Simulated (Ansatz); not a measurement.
The cell below belongs to a search over invented structures; it isn't taken from experiment.

Input and command of a plane-wave DFT calculation in Ansatz:

```yaml
crystal:
  lattice:
    - [3.3773277763, 0.0, 0.0]
    - [-1.6886638882, 2.9248516512, 0.0]
    - [0.0, 0.0, 10.2359518246]
  atoms:
    - { symbol: Cd, position: [0.0, 0.0, 0.0] }
    - { symbol: Cd, position: [0.3333333333, 0.6666666667, 0.7281453105] }
    - { symbol: Cd, position: [0.6666666667, 0.3333333333, 0.2718546895] }
    - { symbol: Cd, position: [0.0, 0.0, 0.5] }
    - { symbol: O, position: [0.3333333333, 0.6666666667, 0.1346852729] }
    - { symbol: O, position: [0.6666666667, 0.3333333333, 0.8653147271] }
basis:
  ecutwfc: 500
kpoints:
  mp_grid: { grid: [12, 12, 4] }
  band_path:
    path:
      - [[0.0, 0.0, 0.0], [0.5, 0.0, 0.0], [0.33333333, 0.33333333, 0.0], [0.0, 0.0, 0.0], [0.0, 0.0, 0.5], [0.5, 0.0, 0.5], [0.33333333, 0.33333333, 0.5], [0.0, 0.0, 0.5]]
      - [[0.5, 0.0, 0.5], [0.5, 0.0, 0.0]]
      - [[0.33333333, 0.33333333, 0.5], [0.33333333, 0.33333333, 0.0]]
    npoints: 14
hamiltonian:
  xc: r2scan
scf:
  occupations: { method: gaussian, width: 0.1 }
  n_extra_bands: 15
output:
  forces: true
  stress: true
  eigenvalues: true
  populations: true
  dos: { projected: true, de: 0.02, nscf_kmesh: { grid: [15, 15, 5] } }
  bader: true
  write_density: true
  write_potential: true
  elf: true
  volumetric_format: npy
```

```bash
ansatz run input.yaml --threads 1 --pin off --max-ram 2560MiB --backend cpu --events-out ev --progress --plain --runs-dir out
```

Processor: Intel(R) Xeon(R) Platinum 8488C (Sapphire Rapids), 1 thread, on a host shared with other jobs.

**Question.** How long does it run, and how much memory does it take?

**Answer.** About 2.3 min, peak memory 1 GiB. It solves 61 bands at 69 k points (after reduction by symmetry) with about 2581 plane waves, in 10 SCF iterations.
